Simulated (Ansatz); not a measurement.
NbP (I4_1md), relaxed with PBEsol (Ansatz, a quantum-chemistry and plane-wave program, plane waves, PAW): a = 3.3204 Å, b = 3.3204 Å, c = 11.2886 Å, α = 90.00°, β = 90.00°, γ = 90.00°.

ΔH_f (eV/atom): -1.11

### Question
The same phase is relaxed and computed with r²SCAN in the same code. What are the cell and these values now?

### Answer
a = b = 3.3398 Å, c = 11.4499 Å, α = β = γ = 90.00°.

- ΔH_f (eV/atom): -1.11

All cells were relaxed under the symmetry of their starts (and spin orders); stability against distortions was not tested throughout. Rows with no word on spin ran without spin polarisation. Spin–orbit coupling is left out wherever it is not named.

Potentials: the later of the program's two PAW sets.

Ansatz is a plane-wave DFT program.

Formation energies count from the lowest solids of the elements computed at the same level, not from gases.
